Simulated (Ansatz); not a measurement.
## CoO (R-3m)

Computed with DFT PBE+U, scalar-relativistic, plane waves, PAW in Ansatz.

Plane waves to 420 eV, a k mesh through Γ of 12×12×12 on the computed 2-atom cell and Gaussian smearing (0.02 eV); U_eff Co 3.32 eV on the d shells (Löwdin-orthogonalised atomic orbitals); collinear spin from starting moments 2.88 0.24 μB.

The structure is relaxed at this level of theory with its symmetry kept.

```
CELL_PARAMETERS angstrom
1.53675 0.88724 2.47351
-1.53675 0.88724 2.47351
0.00000 -1.77448 2.47351
ATOMIC_POSITIONS crystal
Co 0.00000 0.00000 0.00000
O 0.50000 0.50000 0.50000
```

(1) Kohn–Sham band gap?

(2) Löwdin character of the top 1 eV of the valence band?

(3) Löwdin character of the lowest 1 eV of the conduction band?

(4) Electron masses at the edge by Cartesian direction of the standard setting (m_e; degenerate bands sorted by energy; no spin-orbit coupling)?

(5) Hole masses at the edge by Cartesian direction of the standard setting (m_e; degenerate bands sorted by energy; no spin-orbit coupling)?

(6) Bulk modulus?

(7) Its pressure derivative?

(8) Bader charges (e)?

(9) Total moment?

(10) Site moments (μB; atoms counted from 1 over the whole cell)?

The state reached may not be the lowest one.

Only this magnetic start was tried.

## Answers

(1) 1.17 eV, indirect from (-0.003, -0.003, -0.500) to Γ.

(2) O 2p 60 %, Co 3d 38 %.

(3) Co 3d 94 %.

(4) x: 0.26; y: 0.26; z: 0.27.

(5) x: 0.41; y: 2.5; z: 0.98.

(6) 169 GPa.

(7) 4.4.

(8) Co (1 in the cell) 1.30, O (1 in the cell) -1.30.

(9) 3.00 μB per cell.

(10) Co (atom 1) 2.62, O (atom 2) 0.22.